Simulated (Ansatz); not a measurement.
SiGe3 in space group P-4m2 (No. 115; Si on 1a, Ge on 2g, Ge on 1c), PBEsol (plane waves, PAW; program Ansatz), all energies at zero smearing, with the estimated change up to a 700 eV cutoff added, with one set of potentials and settings (totals compare only within such a set). Cell of 4 atoms (1 Si, 3 Ge): -13381.953 eV.

```csv
element,reference phase,E (eV/atom)
Si,"Fd-3m, 2 atoms in the cell",-621.4938
Ge,"Fd-3m, 2 atoms in the cell",-4253.5039
```

Formation energy per atom, worked out: (-13381.953 − 1×(-621.4938) − 3×(-4253.5039))/4 = 0.013 eV/atom (1 kJ per mol of atoms), at 0 K, without zero-point energy or fitted corrections.

The start of the workflow was typed in or built on a structure type; neither database checked (COD, Materials Project) lists it. Whether it is the stable phase at ambient conditions was not checked. The cell was relaxed with PBEsol under the symmetry of its start; its stability against distortions is not shown here. The references are the lowest solids computed at this level, not always the standard phases.

Potentials: the earlier of the program's two PAW sets. The files were generated under PBE; for other functionals the program regenerates the frozen cores, and for LDA and PBEsol the local potential too.
